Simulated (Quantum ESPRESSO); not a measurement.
# Kohn-Sham bands of WO₃ (P2₁/m)

```yaml
crystal:
  lattice:
    - [3.87209, 0.00000, 0.00000]
    - [0.00000, 7.48009, 0.00000]
    - [-0.02336, 0.00000, 3.87419]
  atoms:
    - { symbol: W, position: [0.05713, 0.75000, 0.94162] }
    - { symbol: W, position: [0.94287, 0.25000, 0.05838] }
    - { symbol: O, position: [0.48382, 0.25000, 0.01925] }
    - { symbol: O, position: [0.51618, 0.75000, 0.98075] }
    - { symbol: O, position: [0.00000, 0.50000, 0.00000] }
    - { symbol: O, position: [0.00000, 0.00000, 0.00000] }
    - { symbol: O, position: [0.98196, 0.25000, 0.51690] }
    - { symbol: O, position: [0.01804, 0.75000, 0.48310] }
```

Structure: Materials Project mp-636284, symmetrised, not relaxed again. Not found in the COD (Crystallography Open Database) copy used, which has the formula in other groups; not checked further. The atoms lie within 0.1 Å of the higher space group Cmcm. Computed values, not measurements, from PBEsol: Quantum ESPRESSO (norm-conserving PseudoDojo potentials, cutoff 68 Ry, no spin polarisation, no spin-orbit coupling) on a Γ-centred 6×4×6 mesh, then Wannier90. Density: 8×4×8 mesh, cold smearing 0.01 Ry. Spin-orbit coupling is left out although heavy elements are present.

Energies are relative to the valence-band maximum; weights are on the orthonormalised atomic waves of the pseudopotential files, averaged over the group. 64 electrons a cell are treated as valence.

```tsv
bands	from (eV)	to (eV)	filling	weight on atomic waves
1–2	-74.55	-74.55	filled	[?]
3–8	-38.90	-38.76	filled	[?]
9–14	-18.19	-16.20	filled	[?]
15–32	-6.91	0.00	filled	[?]
```

Problem. Which atomic shells make up each group?

Solution. 
- 1–2, weight on atomic waves: W 5s 97 %
- 3–8, weight on atomic waves: W 5p 97 %
- 9–14, weight on atomic waves: O 2s 82 %, W 5d 10 %, W 6s 5 %
- 15–32, weight on atomic waves: O 2p 79 %, W 5d 17 %

The Kohn-Sham gap over both meshes and the path is 1.35 eV.
